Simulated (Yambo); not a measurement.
A G0W0@PBEsol run in Yambo for BaCuSF (space group P4/nmm, No. 129) (4×4×1 Γ-centred k mesh, bands 9 to 182 and a 6 Ry block in the screening, 182 bands in G with the Bruneval-Gonze terminator, plasmon pole fitted at 27.2 eV) gives these matrix elements, in eV, at the band edges (Γ → Γ):

```json
[
 {"state": "valence edge", "E0": "0.000", "<Vxc>": "-23.752", "<Σx>": "-28.876", "<Σc(E0)>": "4.394", "Z": "0.755"},
 {"state": "conduction edge", "E0": "1.510", "<Vxc>": "-13.793", "<Σx>": "-10.094", "<Σc(E0)>": "-3.007", "Z": "0.810"}
]
```

Problem. Solve the linearised quasiparticle equation for both states, give the gap, and say how exchange and correlation each act on it.

Solution. E = E0 + Z(Σx + Σc − Vxc). Valence: 0.000 + 0.755 × (-28.876 + (4.394) − (-23.752)) = -0.55 eV. Conduction: 1.510 + 0.810 × (-10.094 + (-3.007) − (-13.793)) = 2.07 eV. The gap is 2.62 eV, against 1.51 eV in PBEsol. Replacing Vxc by bare exchange alone would open it by 8.82 eV; correlation takes back 7.40 eV of that, and Z scales what is left. Nearest settings tried, and what they do to the gap: 83 bands in G: +77 meV; 98 bands in W: +150 meV; 2×2×1 mesh: -76 meV. Not varied: block. So the settings aren't converged at that level. Oxides, nitrides and fluorides with a shallow 3d shell are known to need far more bands and larger blocks. The filled Cu 3d shell has no Hubbard U; semilocal functionals place it too high.

Geometry of the Materials Project entry, not relaxed at this level; primitive cell a = b = 4.1299 Å, c = 9.1065 Å, α = β = γ = 90.00°.

The structure is a Materials Project entry; no match was found in the copy of COD used, and its stability was not checked.
